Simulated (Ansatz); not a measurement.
## ¹⁴N nuclear quadrupole resonance in Cs₂ZnFeC₆N₆

Cell: a computed structure from the Materials Project (it need not be an observed phase), taken as it stands.

Space group Fm-3m (No. 225); a = 10.4523 Å.

```csv
site,Wyckoff,site symmetry,x,y,z
Cs,8c,-43m,0.2500,0.2500,0.2500
Zn,4b,m-3m,0.5000,0.5000,0.5000
Fe,4a,m-3m,0.0000,0.0000,0.0000
C,24e,4m.m,0.5000,0.8198,0.5000
N,24e,4m.m,0.2932,0.5000,0.5000
```

One atom of each set is listed; the run and its k-mesh use a cell of 16 atoms with edges of 7.39, 7.39, 7.39 Å.

Method: Kohn–Sham DFT in Ansatz, PBE, plane waves and PAW, scalar-relativistic, collinear spin, 550 eV cutoff, Γ-centred 5×5×5 k-points, Fermi–Dirac smearing 0.05 eV. Start moments as typed (μB): 3 on each Fe, none on the rest.

¹⁴N: I = 1, Q = 20.44 mb (year-2017 value). Static lattice, zero field.

Task: At which frequencies do the ¹⁴N NQR lines lie?

Result: For I = 1 the lines are ν± = (3/4)|C_Q|(1 ± η/3) and ν₀ = |C_Q|η/2.

| site | atoms | V_zz (10²¹ V/m²) | C_Q (MHz) | η | line frequencies (MHz) |
| --- | --- | --- | --- | --- | --- |
| N | 6 | -4.90 | -2.42 | 0.00 | 1.82 |

An axis of threefold or higher order runs through N, so V_zz lies along it and η is zero.

The largest force is 0.4 eV/Å, so the atoms aren't at the calculated equilibrium and relaxing them would move these values. The start moments die out, and the run ends without spin.
